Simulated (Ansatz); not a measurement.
Relaxed GaP (zinc blende):

```
GaP
1.0
    0.00000     2.72569     2.72569
    2.72569     0.00000     2.72569
    2.72569     2.72569     0.00000
P Ga
1 1
Direct
  0.75000   0.75000   0.75000
  0.00000   0.00000   0.00000
```

In this cell atom 2 (Ga, nearest neighbour P at 2.361 Å; its periodic images, 3.9 Å or more away, move with it) is moved by u·(1.000, 0.000, 0.000) + v·(0.000, 1.000, 0.000); the rest is frozen.

Method: r2SCAN (plane waves to 500 eV, PAW, scalar-relativistic; Ansatz, a quantum-chemistry and plane-wave program). k mesh 8×8×8 (Γ-centred), Fermi-Dirac smearing 0.05 eV. Energies are smeared free energies. As the smearing reaches across the gap at some points, energies and forces of such displacements shift with the k mesh and the smearing. GaP was relaxed with its symmetry unable to fall. The zero of ΔE is the undisplaced structure. Axes are in Å.

### Question
Give the computed ΔE (meV/cell) at all points of the grid u = -0.590, -0.295, 0.000, 0.295, 0.590 by v = -0.590, -0.295, 0.000, 0.295, 0.590.

### Answer
ΔE (meV/cell), with u across and v down:

```tsv
v \ u	-0.590	-0.295	0.000	0.295	0.590
-0.590	4101	2216	1526	2216	4101
-0.295	2216	922	428	922	2216
0.000	1526	428	0	428	1526
0.295	2216	922	428	922	2216
0.590	4101	2216	1526	2216	4101
```

(A displaced cell: forces are minus the slopes of the energy, force constants its curvatures, and phonons follow from these.)
